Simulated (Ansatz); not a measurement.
RbIn₆Au₄:
```cif
data_Au4In6Rb
_chemical_formula_sum 'Au4 In6 Rb1'
_space_group_name_H-M_alt 'P-6m2'
_space_group_IT_number 187
_space_group_name_Hall 'P -6 2'
_cell_length_a 8.14810
_cell_length_b 8.14810
_cell_length_c 4.51788
_cell_angle_alpha 90.000
_cell_angle_beta 90.000
_cell_angle_gamma 120.000
loop_
_atom_site_label
_atom_site_type_symbol
_atom_site_symmetry_multiplicity
_atom_site_Wyckoff_symbol
_atom_site_fract_x
_atom_site_fract_y
_atom_site_fract_z
_atom_site_occupancy
Au1 Au 1 c 0.33333 0.66667 0.00000 1
Au2 Au 3 k 0.41054 0.20527 0.50000 1
In1 In 3 k 0.19736 0.39472 0.50000 1
In2 In 3 j 0.53498 0.06995 0.00000 1
Rb1 Rb 1 a 0.00000 0.00000 0.00000 1
```

Relaxed at zero pressure with DFT-r²SCAN in the program Ansatz with PAW potentials.

The volume is raised by 9 % and shape and atoms relax at that volume. What pressure results, and how do the axes share the change?

-4.3 GPa; a 2.9 %, b 2.9 %, c 3.0 %; the energy rises by 31 meV/atom.

Give the new structure.


Space group P-6m2 (No. 187); a = b = 8.3810 Å, c = 4.6546 Å, α = β = 90.00°, γ = 120.00°

```
atom  site  symmetry       x       y       z
----  ----  --------  ------  ------  ------
Au      1c      -6m2  0.3333  0.6667  0.0000
Au      3k       mm2  0.4133  0.2067  0.5000
In      3k       mm2  0.1989  0.3979  0.5000
In      3j       mm2  0.5357  0.0715  0.0000
Rb      1a      -6m2  0.0000  0.0000  0.0000
```

The phase is kept; no other phase was compared at this pressure.

The workflow started from an entry of the Crystallography Open Database (COD, 293 K). Whether it is the stable phase at ambient conditions was not checked. The cell was relaxed with r²SCAN under the symmetry of its start; whether a distortion lowers the energy is not shown. Axis ratios of metals converge slowly with the k-mesh, so a and c are less sure than the volume. Spin–orbit coupling is left out wherever it is not named.

Potentials: the later of the program's two PAW sets.
